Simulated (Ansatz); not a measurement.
**How far is PAW off for NbCd3?**

```
Nb Cd
1.0
     4.21500    0.00000    0.00000
     0.00000    4.21500    0.00000
     0.00000    0.00000    4.29930
Nb Cd
1 3
Direct
  0.00000 0.00000 0.00000
  0.00000 0.50000 0.50000
  0.50000 0.00000 0.50000
  0.50000 0.50000 0.00000
```

Atom numbers follow the list: Nb1, Cd2, Cd3, Cd4.

The conventional cell has a = 4.215 Å, b = 4.215 Å, c = 4.299 Å, α = 90.00°, β = 90.00°, γ = 90.00°. Around Nb (atom 1) lie 12 Cd at 2.98 to 3.01 Å. Cd (atom 2) has 8 Cd at 2.98 to 3.01 Å and 4 Nb at 3.01 Å as nearest neighbours. Around Cd (atom 4) lie 4 Nb at 2.98 Å and 8 Cd at 3.01 Å.

The cell comes from COD entry 2310296, which wasn't checked; take it as a given geometry. The listed cell was then made from it by scaling, straining or moving an atom.

Spin polarisation is left out, and whether a magnetic state lies lower isn't shown here.

Methods: DFT, LDA, PAW with Ansatz's default frozen-core files, scalar-relativistic (Ansatz 0.2.0); DFT, LDA, all-electron PAW with datasets made for the crystal, scalar-relativistic (Ansatz 0.2.0); DFT, LDA, all-electron LAPW, scalar-relativistic (Ansatz 0.2.0).

For PAW: a Γ-centred 9×9×9 k mesh, Fermi–Dirac smearing of 0.08 eV, cutoff 420 eV, no spin polarisation; the PAW files were made with PBE, and the program remakes their frozen cores for this functional. The crystal-made all-electron datasets (AE datasets) take a cutoff of 260 eV at this cell. LAPW targets a basis error of 0.5 meV/atom. The Ansatz runs share mesh, smearing and spin set-up. Plane-wave (PAW) pressures include the program's estimate of the Pulay term.

Stress and pressure are positive in compression.

Spin–orbit coupling is left out, which moves gradients at and beside heavy atoms by some per cent and at worst by a factor of two.

In a metal, gradients converge slowly with the k mesh: the values move by tens of per cent from one mesh to another, at times in sign, so only the comparison on one mesh counts.

```csv
quantity,PAW,AE datasets,LAPW
pressure (GPa),-4.59,-4.58,-4.59
stress xx (GPa),-4.11,-4.10,-4.10
stress zz (GPa),-5.57,-5.56,-5.56
largest principal field gradient Vzz at Nb1 (10²¹ V/m²),0.86,0.88,–
largest principal field gradient Vzz at Cd2 (10²¹ V/m²),11.16,11.50,–
largest principal field gradient Vzz at Cd4 (10²¹ V/m²),11.12,11.47,–
```
